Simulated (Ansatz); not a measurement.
Property card for MgO

MgO:
```xyz
2
Lattice="2.6334 0.0000 0.0000 0.0000 2.6334 0.0000 0.0000 0.0000 2.6334" Properties=species:S:1:pos:R:3 pbc="T T T"
Mg     0.0000     0.0000     0.0000
O      1.3167     1.3167     1.3167
```

Space group Pm-3m (No. 221), CsCl type; conventional cell a = b = c = 2.6334 Å, α = β = γ = 90.00°.

Method: DFT-PBEsol in the program Ansatz with PAW potentials. Geometry: relaxed at this level of theory. Other levels are named where they apply.

Cell and energy:

* **Volume per atom**: 9.13 Å³
* **Density**: 3.66 g/cm³
* **Formation energy from the elements (no fitted shifts)**: -2.00 eV/atom

Electronic structure:

Band gap: 2.47 eV (indirect)
Valence-band maximum: at M
Conduction-band minimum: at Γ
Smallest direct gap on the standard path: 3.48 eV
Electron effective mass: 0.27 mₑ (isotropic)
Hole effective mass: 0.48, 3.7, 3.7 mₑ (principal values)
HSE06 gap on the PBEsol cell: 4.08 eV

Mechanics:

- Bulk modulus (Birch–Murnaghan fit): 147 GPa
- Pressure derivative B′: 4.1
- Elastic constants (relaxed ions, GPa): C11 = 580, C12 = -69.0, C44 = -55.6
- Mechanical stability: unstable (C has a negative eigenvalue)

Dielectric response:

- Electronic dielectric constant ε∞ (DFPT): 3.78
- Static dielectric constant ε0 (ions relaxed, cell fixed): 84.5
- Born charges (a third of the trace): Mg +2.14, O -2.14 e

Phonons:

* **Highest zone-centre frequency (without LO–TO term)**: 15.6 meV
* **Zone-centre stability**: no imaginary mode at Γ
* **Dynamical stability on the path**: unstable, down to 331i cm⁻¹

This is a known high-pressure phase of the composition, computed here at zero pressure and temperature. Symmetry was held in the PBEsol relaxation. The references are the lowest solids computed at this level, not always the standard phases (solids in place of the gases).

Potentials: the later of the program's two PAW sets.
